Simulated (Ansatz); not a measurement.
## Collinear states of TeW

These are results of Ansatz, DFT PBE, scalar-relativistic, plane waves, PAW, not measurements.

```cif
data_structure
_symmetry_space_group_name_H-M 'P 1'
_symmetry_Int_Tables_number 1
_cell_length_a 4.3301
_cell_length_b 4.3301
_cell_length_c 4.3301
_cell_angle_alpha 60.000
_cell_angle_beta 60.000
_cell_angle_gamma 60.000
_cell_volume 57.41
loop_
_atom_site_label
_atom_site_type_symbol
_atom_site_fract_x
_atom_site_fract_y
_atom_site_fract_z
_atom_site_occupancy
W1 W 0.00000 0.00000 0.00000 1
Te1 Te 0.25000 0.25000 0.25000 1
```

```json
{
 "plane-wave cutoff": "420 eV",
 "Γ-centred k-mesh": "12×12×12",
 "occupation rule": "Gaussian smearing, 0.1 eV",
 "list of starting moments (μB, in atom order)": "1 0",
 "check for lower electronic states after the SCF": "off"
}
```

Each order was relaxed in cell and atoms. A propagation vector, in units of the reciprocal vectors, doubles the cell, which takes an equally dense mesh. Spin–orbit coupling is left out, which for heavy magnetic ions can matter as much as these differences. Site moments are spin moments in atom-centred spheres that scale with the neighbour distance. The states are those that the runs reached from these starts; a lower one can exist.

Order the starts by the energy of the state that they reach, lowest first.
A. antiferromagnetic, doubled cell, propagation vector (0, 1/2, 1/2)
B. no spin
C. ferromagnetic

C (0.00 meV/atom), A (17.7 meV/atom), B (55.9 meV/atom).

```
                                                            start ends energy above lowest (meV/atom) site moments (μB) gap on mesh (eV) volume (Å³/atom)
                                                          no spin non-magnetic                            55.9     none over 0.05             metal             28.36
                                                    ferromagnetic ferromagnetic                            0.00            W +0.95             metal             28.70
antiferromagnetic, doubled cell, propagation vector (0, 1/2, 1/2) antiferromagnetic                            17.7   W +0.98, W -0.98             metal             28.71
```

Cost: 3 runs of about 6.6 core-minutes in all, on Intel Xeon Platinum 8488C (Sapphire Rapids) (shared hosts).